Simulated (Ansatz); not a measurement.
A distorted cell of MoS$_{2}$ (3R-MoS2 type, space group R3m):

```yaml
crystal:
  lattice:
    - [1.49797, 0.86485, 5.84517]
    - [-1.49797, 0.86485, 5.84517]
    - [0.00000, -1.72971, 5.84517]
  atoms:
    - { symbol: Mo, position: [0.00005, 0.00005, 0.00005] }
    - { symbol: S, position: [0.75783, 0.75783, 0.75783] }
    - { symbol: S, position: [0.57542, 0.57542, 0.57542] }
```

The numbers are results of r2SCAN+rVV10 (plane waves to 500 eV, PAW, scalar-relativistic; Ansatz, an electronic-structure program), not measurements. k mesh 12×12×12 (Γ-centred), Fermi-Dirac smearing 0.05 eV. Energies are smeared free energies. Compression counts positive. MoS2 is run without spin polarisation. MoS2 was relaxed with its symmetry unable to fall. This is one of several known forms of MoS2; the measured ambient cells at hand have space group No. 194.

Question: Give the stress tensor in GPa and the pressure.

Answer: 
```
   24.3      0.0      0.0
    0.0     24.3      0.0
    0.0      0.0      9.2
```
The pressure, a third of the trace, is 19.3 GPa.

Question: It is the relaxed cell scaled evenly to V/V₀ = 0.840, atoms relaxed where free. What is its energy relative to the relaxed cell?

Answer: 148.4 meV/atom.

(Under strain, the slope of the energy per volume gives the stress and its curvature an elastic modulus.)
